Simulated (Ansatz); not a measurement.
Input and command of a plane-wave DFT calculation in Ansatz:

```yaml
crystal:
  lattice:
    - [3.1431208272, 0.0, 0.0]
    - [-1.5715604136, 6.3484651448, 0.0]
    - [0.0, 0.0, 28.0249969866]
  atoms:
    - { symbol: S, position: [0.898991097, 0.797982194, 0.2676182268] }
    - { symbol: Mo, position: [0.5306428728, 0.0612857456, 0.2917170059] }
    - { symbol: S, position: [0.6725497357, 0.3450994715, 0.3478568093] }
    - { symbol: S, position: [0.4296315151, 0.8592630302, 0.3637494678] }
    - { symbol: Mo, position: [0.0612832909, 0.1225665818, 0.3878482468] }
    - { symbol: S, position: [0.2031901538, 0.4063803076, 0.4439880503] }
    - { symbol: S, position: [0.9602719332, 0.9205438663, 0.4598807088] }
    - { symbol: Mo, position: [0.591923709, 0.1838474179, 0.4839794878] }
    - { symbol: S, position: [0.7338305719, 0.4676611438, 0.5401192912] }
    - { symbol: S, position: [0.4909123512, 0.9818247025, 0.5560119497] }
    - { symbol: Mo, position: [0.122564127, 0.2451282541, 0.5801107288] }
    - { symbol: S, position: [0.26447099, 0.52894198, 0.6362505322] }
    - { symbol: S, position: [0.0215527693, 0.0431055387, 0.6521431907] }
    - { symbol: Mo, position: [0.6532045451, 0.3064090902, 0.6762419697] }
    - { symbol: S, position: [0.7951114081, 0.5902228161, 0.7323817732] }
basis:
  ecutwfc: 420
kpoints:
  mp_grid: { grid: [9, 4, 1] }
hamiltonian:
  xc: pbesol
scf:
  occupations: { method: gaussian, width: 0.05 }
output:
  forces: true
  stress: true
  eigenvalues: true
  write_density: true
  write_potential: true
  elf: true
  volumetric_format: npy
efield:
  axis: 3
  dipole_correction: true
  ramp_width: 0.04
```

```bash
ansatz run input.yaml --threads 2 --pin off --max-ram 5120MiB --backend cpu --events-out ev --progress --plain --runs-dir out
```

Processor: AMD EPYC 9R45 96-Core Processor (Zen 5), 2 threads, on a host shared with other jobs.

**Question.** How long does it run, and how much memory does it take?

**Answer.** About 22 s on 2 threads of AMD EPYC 9R45 96-Core Processor (Zen 5) (shared host), peak memory 1.3 GiB. It solves 80 bands at 19 k points (the mesh reduced by symmetry) with about 10905 plane waves, in 13 SCF iterations.
